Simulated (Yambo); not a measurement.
NaAuO₂ (space group C2/m, No. 12), G0W0@LDA (Yambo, plasmon pole, terminator in G, 4×4×2 mesh): gap (0.25, -0.25, 0) → (0, 0.25, -0.5) in eV by bands and screening block.

| bands (W and G) | 2 Ry | 3 Ry | 5 Ry | 6 Ry | 8 Ry |
|---|---|---|---|---|---|
| 33 | 3.81 | 3.60 | 3.49 | 3.49 | 3.50 |
| 46 | 3.76 | ___ | ___ | 3.45 | 3.46 |
| 63 | 3.72 | 3.51 | 3.39 | 3.39 | ___ |
| 85 | 3.71 | 3.50 | 3.37 | 3.37 | 3.39 |
| 107 | 3.71 | 3.50 | 3.36 | 3.36 | 3.39 |

Question: Estimate the withheld gaps from their neighbours; the computed values follow.

Answer: 
- 46, 3 Ry: 3.55
- 46, 5 Ry: 3.44
- 63, 8 Ry: 3.41

The largest settings aren't shown to be the converged limit.

Spin-orbit coupling is not included.

Geometry relaxed with LDA; primitive cell a = 3.5322 Å, b = 3.5322 Å, c = 6.0129 Å, α = 115.65°, β = 115.65°, γ = 50.01°.

The structure is a Materials Project entry; no match was found in the copy of COD used, and its stability was not checked.
